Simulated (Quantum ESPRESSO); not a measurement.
AlZn2S3Cl (made-up cell, one site empty), Mg3S2Cl2 (made-up cell, one site empty) (calculated)

All values are calculated (Quantum ESPRESSO 7.5). Calculation on a made-up crystal cell, not a measurement, with one named mistake planted (healthy values lack it): periodic Kohn-Sham density functional theory in plane waves with PseudoDojo standard norm-conserving scalar-relativistic pseudopotentials, each functional with its own files (v0.5 for PBE, v0.4.1 for LDA and PBEsol), no spin polarisation, no spin-orbit coupling, atoms not relaxed, stress positive in tension, energies less a fixed whole-eV offset for each atom's element; levels are Kohn-Sham levels at fractions of this cell's reciprocal vectors, counted from the reference band (half the neutral cell's valence electrons, rounded up) at Gamma; error bars cover cutoff and k-mesh only, not smearing or the files; each bar is the largest change over components, and at least 0.002 eV, 0.002 eV per angstrom or 0.02 GPa; a charged cell sits in a uniform background, with energy and stress on this program's zero of potential; energies are for the whole cell, and the offsets were chosen from early runs and are not element reference energies; a distance is the largest change of any value in units of its error bar (the energy's for the smearing term), a scale change is of lengths, and a coarse mesh keeps the half-step shift; machines and their load varied, so run times do not measure scaling.

Common to all entries: intended functional pbe; intended cutoff 1143 eV; intended fermi dirac smearing 0.025 eV; intended scf tolerance 1e-07 eV; intended electrons removed 0; healthy smearing term minus ts 0 eV; structure shown as intended, without the mistake.

(1) AlZn2S3Cl (made-up cell, one site empty)

Intended structure:
```
AlZn2S3Cl
1.0
      3.8073     0.0044     0.0447
      0.0076     6.5028     0.1064
      0.0731     0.1003     6.1144
Zn Al Zn S Cl S
1 1 1 2 1 1
Direct
  0.50672 0.50439 0.00315
  0.49239 0.15858 0.49554
  0.01773 0.66887 0.49513
  0.00288 -0.00460 0.37161
  0.49702 0.49837 0.37890
  0.50391 0.16447 0.87426
  0.00174 0.66952 0.87107
```

```
lattice type                                               : wurtzite
empty site                                                 : 1
healthy free energy less offsets                           : 2.476 eV
healthy scf iterations                                     : 10
healthy pressure                                           : 1.03 GPa
healthy stress xx                                          : 0.66 GPa
healthy stress yy                                          : -2.91 GPa
healthy stress zz                                          : -0.84 GPa
healthy stress yz                                          : 0.54 GPa
healthy stress xz                                          : 0.97 GPa
healthy stress xy                                          : 0.36 GPa
healthy reference band                                     : 34
fault kind                                                 : wide smearing
fault smearing                                             : 0.44 eV
faulty run command                                         : pw.x -nk 1 -in in
faulty run processor                                       : AMD EPYC, Zen 5 class, virtual cores
intended k mesh                                            : 5 x 4 x 4, shifted by half a step
faulty free energy less offsets                            : 2.415 eV
faulty scf iterations                                      : 11
faulty smearing term minus ts                              : -0.2908 eV
faulty pressure                                            : 1.286 GPa
faulty stress xx                                           : 0.2836 GPa
faulty stress yy                                           : -3.012 GPa
faulty stress zz                                           : -1.128 GPa
faulty stress yz                                           : 0.5952 GPa
faulty stress xz                                           : 0.9491 GPa
faulty stress xy                                           : 0.3627 GPa
faulty reference band                                      : 34
other mistakes compared                                    : 7
distance from healthy                                      : 75.07 error bars
distance from nearest other mistake                        : 109.5 error bars
healthy error bar energy                                   : 0.004518 eV
healthy error bar stress                                   : 0.04531 GPa
healthy error bar force                                    : 0.002 eV/Å
healthy error bar next band up                             : 0.002 eV
faulty wall time of scf and band steps on a shared machine : 546.3 s
```

Atoms:
| atoms element | atom site | atom energy offset (eV) |
| --- | --- | --- |
| Zn | 2 | -5687 |
| Al | 3 | -64 |
| Zn | 4 | -5687 |
| S | 5 | -302 |
| S | 6 | -302 |
| Cl | 7 | -449 |
| S | 8 | -302 |

Healthy forces:
| site | x (eV/Å) | y (eV/Å) | z (eV/Å) |
| --- | --- | --- | --- |
| 2 | -0.205 | 0.628 | -0.919 |
| 3 | 0.155 | 0.063 | 0.92 |
| 4 | -0.578 | -0.532 | 1.115 |
| 5 | -0.136 | 1.363 | -0.335 |
| 6 | 0.624 | -0.877 | -0.084 |
| 7 | -0.058 | -0.417 | -1.021 |
| 8 | 0.198 | -0.227 | 0.324 |

Healthy levels:
| level k point | next band up (eV) |
| --- | --- |
| Gamma | 1.757 |
| (1/2,1/2,1/2) | 2.669 |
| (0.15,0,0) | 2.622 |
| (0,0.15,0) | 1.998 |
| (0,0,0.15) | 1.93 |

Faulty forces:
| site | x (eV/Å) | y (eV/Å) | z (eV/Å) |
| --- | --- | --- | --- |
| 2 | -0.204 | 0.5679 | -0.8491 |
| 3 | 0.1534 | -0.01582 | 0.8257 |
| 4 | -0.5751 | -0.4794 | 1.023 |
| 5 | -0.137 | 1.333 | -0.3099 |
| 6 | 0.6216 | -0.8143 | -0.066 |
| 7 | -0.05565 | -0.3702 | -0.9436 |
| 8 | 0.1968 | -0.221 | 0.3204 |

Faulty levels:
| level k point | next band up (eV) |
| --- | --- |
| Gamma | 1.901 |
| (1/2,1/2,1/2) | 2.792 |
| (0.15,0,0) | 2.759 |
| (0,0.15,0) | 2.148 |
| (0,0,0.15) | 2.081 |

(2) AlZn2S3Cl (made-up cell, one site empty)

Structure as in entry 1.

```
lattice type                                               : wurtzite
empty site                                                 : 1
healthy free energy less offsets                           : 2.476 eV
healthy scf iterations                                     : 10
healthy pressure                                           : 1.03 GPa
healthy stress xx                                          : 0.66 GPa
healthy stress yy                                          : -2.91 GPa
healthy stress zz                                          : -0.84 GPa
healthy stress yz                                          : 0.54 GPa
healthy stress xz                                          : 0.97 GPa
healthy stress xy                                          : 0.36 GPa
healthy reference band                                     : 34
fault kind                                                 : wrong charge
fault electrons removed                                    : 1
faulty run command                                         : pw.x -nk 1 -in in
faulty run processor                                       : AMD EPYC, Zen 5 class, virtual cores
intended k mesh                                            : 5 x 4 x 4, shifted by half a step
faulty free energy less offsets                            : -2.383 eV
faulty scf iterations                                      : 12
faulty smearing term minus ts                              : -0.01559 eV
faulty pressure                                            : -11.05 GPa
faulty stress xx                                           : 11.69 GPa
faulty stress yy                                           : 10.36 GPa
faulty stress zz                                           : 11.1 GPa
faulty stress yz                                           : 1.162 GPa
faulty stress xz                                           : 0.7931 GPa
faulty stress xy                                           : 0.3155 GPa
faulty reference band                                      : 34
other mistakes compared                                    : 7
distance from healthy                                      : 1075 error bars
distance from nearest other mistake                        : 952.5 error bars
healthy error bar energy                                   : 0.004518 eV
healthy error bar stress                                   : 0.04531 GPa
healthy error bar force                                    : 0.002 eV/Å
healthy error bar next band up                             : 0.002 eV
faulty wall time of scf and band steps on a shared machine : 634 s
```

Atoms:
| atoms element | atom site | atom energy offset (eV) |
| --- | --- | --- |
| Zn | 2 | -5687 |
| Al | 3 | -64 |
| Zn | 4 | -5687 |
| S | 5 | -302 |
| S | 6 | -302 |
| Cl | 7 | -449 |
| S | 8 | -302 |

Healthy forces:
| site | x (eV/Å) | y (eV/Å) | z (eV/Å) |
| --- | --- | --- | --- |
| 2 | -0.205 | 0.628 | -0.919 |
| 3 | 0.155 | 0.063 | 0.92 |
| 4 | -0.578 | -0.532 | 1.115 |
| 5 | -0.136 | 1.363 | -0.335 |
| 6 | 0.624 | -0.877 | -0.084 |
| 7 | -0.058 | -0.417 | -1.021 |
| 8 | 0.198 | -0.227 | 0.324 |

Healthy levels:
| level k point | next band up (eV) |
| --- | --- |
| Gamma | 1.757 |
| (1/2,1/2,1/2) | 2.669 |
| (0.15,0,0) | 2.622 |
| (0,0.15,0) | 1.998 |
| (0,0,0.15) | 1.93 |

Faulty forces:
| site | x (eV/Å) | y (eV/Å) | z (eV/Å) |
| --- | --- | --- | --- |
| 2 | -0.1797 | 0.1008 | -0.5415 |
| 3 | 0.1569 | -0.1407 | 0.7741 |
| 4 | -0.5735 | -0.2993 | 0.5029 |
| 5 | -0.1456 | 0.9732 | -0.2572 |
| 6 | 0.6139 | -0.4602 | -0.003223 |
| 7 | -0.05259 | -0.1067 | -0.7519 |
| 8 | 0.1806 | -0.06723 | 0.2768 |

Faulty levels:
| level k point | next band up (eV) |
| --- | --- |
| Gamma | 2.724 |
| (1/2,1/2,1/2) | 3.58 |
| (0.15,0,0) | 3.537 |
| (0,0.15,0) | 2.98 |
| (0,0,0.15) | 2.919 |

(3) AlZn2S3Cl (made-up cell, one site empty)

Structure as in entry 1.

```
lattice type                                               : wurtzite
empty site                                                 : 1
healthy free energy less offsets                           : 2.476 eV
healthy scf iterations                                     : 10
healthy pressure                                           : 1.03 GPa
healthy stress xx                                          : 0.66 GPa
healthy stress yy                                          : -2.91 GPa
healthy stress zz                                          : -0.84 GPa
healthy stress yz                                          : 0.54 GPa
healthy stress xz                                          : 0.97 GPa
healthy stress xy                                          : 0.36 GPa
healthy reference band                                     : 34
fault kind                                                 : atoms exchanged
fault first exchanged site                                 : 2
fault second exchanged site                                : 3
faulty run command                                         : mpirun -np 4 pw.x -nk 4 -in in
faulty run processor                                       : Intel Xeon, older, virtual cores
intended k mesh                                            : 5 x 4 x 4, shifted by half a step
faulty free energy less offsets                            : 2.442 eV
faulty scf iterations                                      : 10
faulty smearing term minus ts                              : 0 eV
faulty pressure                                            : 1.112 GPa
faulty stress xx                                           : 0.7527 GPa
faulty stress yy                                           : -0.8539 GPa
faulty stress zz                                           : -3.233 GPa
faulty stress yz                                           : 1.527 GPa
faulty stress xz                                           : 0.8313 GPa
faulty stress xy                                           : 0.3694 GPa
faulty reference band                                      : 34
other mistakes compared                                    : 7
distance from healthy                                      : 967 error bars
distance from nearest other mistake                        : 898.9 error bars
healthy error bar energy                                   : 0.004518 eV
healthy error bar stress                                   : 0.04531 GPa
healthy error bar force                                    : 0.002 eV/Å
healthy error bar next band up                             : 0.002 eV
faulty wall time of scf and band steps on a shared machine : 158.9 s
```

Atoms:
| atoms element | atom site | atom energy offset (eV) |
| --- | --- | --- |
| Zn | 2 | -5687 |
| Al | 3 | -64 |
| Zn | 4 | -5687 |
| S | 5 | -302 |
| S | 6 | -302 |
| Cl | 7 | -449 |
| S | 8 | -302 |

Healthy forces:
| site | x (eV/Å) | y (eV/Å) | z (eV/Å) |
| --- | --- | --- | --- |
| 2 | -0.205 | 0.628 | -0.919 |
| 3 | 0.155 | 0.063 | 0.92 |
| 4 | -0.578 | -0.532 | 1.115 |
| 5 | -0.136 | 1.363 | -0.335 |
| 6 | 0.624 | -0.877 | -0.084 |
| 7 | -0.058 | -0.417 | -1.021 |
| 8 | 0.198 | -0.227 | 0.324 |

Healthy levels:
| level k point | next band up (eV) |
| --- | --- |
| Gamma | 1.757 |
| (1/2,1/2,1/2) | 2.669 |
| (0.15,0,0) | 2.622 |
| (0,0.15,0) | 1.998 |
| (0,0,0.15) | 1.93 |

Faulty forces:
| site | x (eV/Å) | y (eV/Å) | z (eV/Å) |
| --- | --- | --- | --- |
| 2 | -0.2451 | -0.6798 | -0.4641 |
| 3 | 0.09663 | -0.9286 | -0.4214 |
| 4 | -0.5609 | 0.3876 | -0.07451 |
| 5 | -0.1286 | 0.6598 | -0.09521 |
| 6 | 0.612 | -0.1357 | -0.7542 |
| 7 | 0.01132 | 1.164 | 0.9129 |
| 8 | 0.2146 | -0.4675 | 0.8966 |

Faulty levels:
| level k point | next band up (eV) |
| --- | --- |
| Gamma | 2.079 |
| (1/2,1/2,1/2) | 2.771 |
| (0.15,0,0) | 2.895 |
| (0,0.15,0) | 2.2 |
| (0,0,0.15) | 2.236 |

(4) Mg3S2Cl2 (made-up cell, one site empty)

Intended structure:
```
Mg3S2Cl2
1.0
      5.7258     0.0157    -0.0171
      0.0157     5.8578     0.0022
     -0.0171     0.0022     5.7718
Mg S Cl S
3 1 2 1
Direct
  0.01199 0.00933 -0.00692
  0.01039 0.49944 0.51587
  0.49136 0.00857 0.50026
  0.25362 0.24813 0.24488
  0.26809 0.75401 0.74826
  0.75644 0.25410 0.74392
  0.75095 0.73764 0.25098
```

```
lattice type                                               : zincblende/diamond
empty site                                                 : 4
healthy free energy less offsets                           : 3.528 eV
healthy scf iterations                                     : 9
healthy pressure                                           : -3.13 GPa
healthy stress xx                                          : 2.33 GPa
healthy stress yy                                          : 2.65 GPa
healthy stress zz                                          : 4.41 GPa
healthy stress yz                                          : 0.27 GPa
healthy stress xz                                          : -0.42 GPa
healthy stress xy                                          : -1.33 GPa
healthy reference band                                     : 28
fault kind                                                 : low cutoff
fault cutoff                                               : 679 eV
faulty run command                                         : pw.x -nk 1 -in in
faulty run processor                                       : AMD EPYC, Zen 5 class, virtual cores
intended k mesh                                            : 4 x 4 x 4, shifted by half a step
faulty free energy less offsets                            : 14.44 eV
faulty scf iterations                                      : 9
faulty smearing term minus ts                              : 0 eV
faulty pressure                                            : -53.21 GPa
faulty stress xx                                           : 52.44 GPa
faulty stress yy                                           : 52.75 GPa
faulty stress zz                                           : 54.46 GPa
faulty stress yz                                           : 0.2416 GPa
faulty stress xz                                           : -0.4051 GPa
faulty stress xy                                           : -1.355 GPa
faulty reference band                                      : 28
other mistakes compared                                    : 7
distance from healthy                                      : 5456 error bars
distance from nearest other mistake                        : 2454 error bars
healthy error bar energy                                   : 0.002 eV
healthy error bar stress                                   : 0.02 GPa
healthy error bar force                                    : 0.005201 eV/Å
healthy error bar next band up                             : 0.002 eV
faulty wall time of scf and band steps on a shared machine : 137.1 s
```

Atoms:
| atoms element | atom site | atom energy offset (eV) |
| --- | --- | --- |
| Mg | 1 | -1617 |
| Mg | 2 | -1617 |
| Mg | 3 | -1617 |
| S | 5 | -302 |
| Cl | 6 | -449 |
| Cl | 7 | -449 |
| S | 8 | -302 |

Healthy forces:
| site | x (eV/Å) | y (eV/Å) | z (eV/Å) |
| --- | --- | --- | --- |
| 1 | -0.377 | -0.478 | 1.46 |
| 2 | -0.098 | 0.191 | -1.638 |
| 3 | 0.521 | -0.343 | -1.42 |
| 5 | -0.22 | 0.105 | 0.578 |
| 6 | -0.234 | 0.056 | 0.285 |
| 7 | 0.015 | -0.202 | 0.241 |
| 8 | 0.394 | 0.672 | 0.493 |

Healthy levels:
| level k point | next band up (eV) |
| --- | --- |
| Gamma | 1.548 |
| (1/2,1/2,1/2) | 3.061 |
| (0.15,0,0) | 1.805 |
| (0,0.15,0) | 1.795 |
| (0,0,0.15) | 1.869 |

Faulty forces:
| site | x (eV/Å) | y (eV/Å) | z (eV/Å) |
| --- | --- | --- | --- |
| 1 | -0.3841 | -0.4821 | 1.45 |
| 2 | -0.1036 | 0.1944 | -1.635 |
| 3 | 0.5287 | -0.3434 | -1.413 |
| 5 | -0.2076 | 0.1229 | 0.5665 |
| 6 | -0.2231 | 0.04336 | 0.2971 |
| 7 | 0.004189 | -0.1935 | 0.2519 |
| 8 | 0.3855 | 0.6583 | 0.483 |

Faulty levels:
| level k point | next band up (eV) |
| --- | --- |
| Gamma | 1.524 |
| (1/2,1/2,1/2) | 3.033 |
| (0.15,0,0) | 1.786 |
| (0,0.15,0) | 1.776 |
| (0,0,0.15) | 1.849 |
